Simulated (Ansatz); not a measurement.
Starting cell, Pb (fcc, Cu type):

```xyz
4
Lattice="5.0339 0.0000 0.0000 0.0000 5.0339 0.0000 0.0000 0.0000 5.0339" Properties=species:S:1:pos:R:3 pbc="T T T"
Pb     0.0000     0.0000     0.0000
Pb     2.5170     2.5170     0.0000
Pb     2.5170     0.0000     2.5170
Pb     0.0000     2.5170     2.5170
```

In each cell atom 2 (Pb, nearest neighbour Pb at 3.560 Å; its periodic images, 5.0 Å or more away, move with it) moves by s·(0.707, 0.707, 0.000) (along Cartesian [110]), the rest being held.

The numbers are results of PBE (plane waves to 420 eV, PAW, scalar-relativistic; Ansatz, a first-principles code), not measurements. k mesh 8×8×8 (Γ-centred), Fermi-Dirac smearing 0.05 eV. Energies are smeared free energies. With partly filled bands, energies and forces of such displacements shift with the k mesh and the smearing. On this mesh the relaxed cell isn't quite at rest: it carries a pressure of 0.2 GPa (compression positive) at the zero of the scan. Pb was relaxed with its symmetry unable to fall. Spin-orbit coupling is left out, though Pb is heavy. The relaxed volume of Pb is well above the measured one; the method has no dispersion term. The zero of ΔE is the undisplaced structure. The last digit holds for this mesh only.

| s (Å) | ΔE (meV/cell) |
|---|---|
| -0.360 | 84.3 |
| -0.288 | 51.0 |
| -0.216 | 27.5 |
| -0.144 | withheld |
| -0.072 | 2.9 |
| 0.000 | 0.0 |
| 0.072 | 2.9 |
| 0.144 | withheld |
| 0.216 | 27.5 |
| 0.288 | 51.0 |
| 0.360 | 84.3 |

Task: Fit an even polynomial form (powers 2, 4) to the given rows and predict ΔE at s = 0.144.

Result: Least squares on the 9 given rows: ΔE = (553.5)·s² + (747.3)·s⁴, in meV/cell with s in Å; root-mean-square residual 0.03 meV/cell. At 0.144 the fit gives 11.8 meV/cell; the calculation gives 11.8 meV/cell, the same to the digits shown. The quadratic term alone would give 11.5 meV/cell.

(For displaced atoms, the force is minus the slope of the energy, and its curvature is a force constant, which sets phonon frequencies.)
